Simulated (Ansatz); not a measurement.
The elements of this relaxed trial crystal are hidden behind letters.

```
lattice vectors (Å)
   5.6904    0.0000    0.0000
   0.0000    3.7789    3.8189
   0.0000   -3.7789    3.8189
fractional positions
X 0.2212 0.0664 0.5664
X 0.7788 0.5664 0.0664
Z 0.7164 0.5446 0.5593
Z 0.2836 0.5593 0.5446
Z 0.7655 0.0799 0.5799
Z 0.7164 0.0593 0.0446
Z 0.2345 0.5799 0.0799
Z 0.2836 0.0446 0.0593
```

Level of theory: Ansatz 0.2.0, DFT PBE, scalar-relativistic, plane waves, PAW. Settings of the last relaxation (8-atom cell): 420 eV, 8×8×8 k points, Gaussian smearing of 0.10 eV, no spin polarisation.

```
Space group                              : Aem2 (No. 39)
Conventional cell                        : a = 5.690 Å, b = 7.558 Å, c = 7.638 Å
Volume per atom                          : 20.53 Å³
Density                                  : 5.09 g/cm³
Energy over the elements                 : −0.08 eV/atom
Gap on the 8×8×8 mesh of the 8-atom cell : 0 eV (a metal)
```

Energies are uncorrected and count from the elements' standard states at the same level.

Question: X is a p-block element of period 3 and Z is a p-block element of period 4. Which elements are they?

Answer: X = Al, Z = As, so the formula is AlAs3. Density times volume gives a mean mass of 5.09 × 20.53/1.6605 = 62.9 u per atom, and this set has 62.9 u. Among the elements that the hints allow, noble gases aside, only these give it. Al is surrounded by 5 As at 2.60–2.75 Å and 1 As at 3.10 Å; As on a site of symmetry 1 is surrounded by 2 As at 2.47–2.51 Å, 2 Al at 2.67–2.75 Å, 1 As at 2.89 Å and 1 As at 3.23 Å; As on a site of symmetry m has 2 As at 2.51 Å, 1 Al at 2.60 Å, 2 As at 2.89 Å and 1 Al at 3.10 Å.

This cell was reached by moving the atoms of another relaxed cell at random and relaxing again, last within the group found; it had no such test of its own.
